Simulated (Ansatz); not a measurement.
GeAsAu:
```
GeAsAu
1.0
    3.75698     3.13159     0.00000
   -3.75698     3.13159     0.00000
   -3.05948     0.00000     5.55004
Ge As Au
2 2 2
Direct
  0.80683   0.43551   0.07889
  0.43551   0.80683   0.92111
  0.19193   0.56233   0.41503
  0.56233   0.19193   0.58497
  0.50043   0.00299   0.24694
  0.00299   0.50043   0.75306
```

Relaxed with r²SCAN. Special points in fractions of this cell's reciprocal vectors: Γ (0.000, 0.000, 0.000); C (0.476, 0.476, 0.000); C2 (-0.476, 0.524, 0.000); Y2 (-0.500, 0.500, 0.000); M2 (-0.500, 0.500, 0.500); D (-0.347, 0.653, 0.500); D2 (0.347, 0.347, 0.500); A (0.000, 0.000, 0.500); L2 (0.000, 0.500, 0.500); V2 (0.000, 0.500, 0.000).

**Question.** List the band energies nearest the valence-band maximum at these points for DFT-r²SCAN in the program Ansatz with PAW potentials.

**Answer.** In eV from the valence-band maximum; about four levels below and three above (degenerate sets whole), none deeper than 8.9 eV; points with the same levels are listed once.

```tsv
k	below	above
Γ	-2.80 -2.38 -2.18 -1.31	0.49 2.30 2.46
C	-2.79 -2.45 -2.21 -1.35	1.63 2.60 3.59
Y2	-2.75 -2.42 -2.31 -1.37	1.63 2.61 3.60
M2	-2.83 -1.95 -1.73 -1.49	2.52 2.81 3.74
D	-2.36 -1.95 -1.28 -1.04	1.20 1.73 3.45
A	-2.47 -1.92 -0.91 -0.60	1.35 1.83 2.85
L2	-2.57 -1.24 -0.51 -0.21	0.41 0.90 1.60
V2	-2.64 -1.70 -1.44 -0.96	1.50 1.91 2.76
```

The workflow started from a Materials Project entry (that database holds measured and hypothetical structures alike); the Crystallography Open Database copy checked does not list it. With Ge and As taken as one species the cell has the higher symmetry C2/c, so it may be an ordered model of a mixed-site phase. Its standing as an ambient phase is unchecked. The r²SCAN relaxation kept the symmetry of its start; whether a distortion lowers the energy is not shown. Scalar-relativistic: spin–orbit coupling is off unless named, which matters more the heavier the elements.

Potentials: the earlier of the program's two PAW sets.
